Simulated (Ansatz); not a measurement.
LaF:
```
LaF
1.0
    4.32186     0.00000     0.00000
   -2.16093     3.74284     0.00000
    0.00000     0.00000     5.42658
La F
2 2
Direct
  0.33333   0.66667   0.25000
  0.66667   0.33333   0.75000
  0.33333   0.66667   0.75000
  0.66667   0.33333   0.25000
```

Relaxed with r²SCAN. Special points in fractions of this cell's reciprocal vectors: Γ (0.000, 0.000, 0.000); M (0.500, 0.000, 0.000); K (0.333, 0.333, 0.000); A (0.000, 0.000, 0.500); L (0.500, 0.000, 0.500); H (0.333, 0.333, 0.500).

**Question.** List the band energies nearest the Fermi level at these points for the program Ansatz at the r²SCAN level (PAW).

**Answer.** In eV from the Fermi level; about four levels below and three above (degenerate sets whole), none deeper than 8.9 eV; points with the same levels are listed once.

| k | below | above |
|---|---|---|
| Γ | -8.54 -8.54 -8.46 -8.00 -1.73 | 0.22 0.22 1.19 1.19 1.19 |
| M | -8.05 -0.90 -0.73 -0.53 | 1.04 1.45 1.46 |
| K | -8.05 -7.83 -1.80 -0.98 | 1.30 1.30 1.33 |
| A | -8.73 -8.73 -8.73 -8.73 -0.23 -0.23 | 1.08 1.08 1.08 1.08 |
| L | -8.19 -8.19 -0.63 -0.63 | 0.93 0.93 1.33 1.33 |
| H | -7.96 -7.96 -0.74 -0.74 | 1.00 1.00 1.23 1.23 |

Space group P6_3/mmc. The workflow started from a Materials Project entry (that database holds measured and hypothetical structures alike); the Crystallography Open Database copy checked does not list it. Its standing as an ambient phase is unchecked. Symmetry was held in the r²SCAN relaxation; its stability against distortions is not shown here. Scalar-relativistic: spin–orbit coupling is off unless named, which matters more the heavier the elements.

Potentials: the later of the program's two PAW sets.
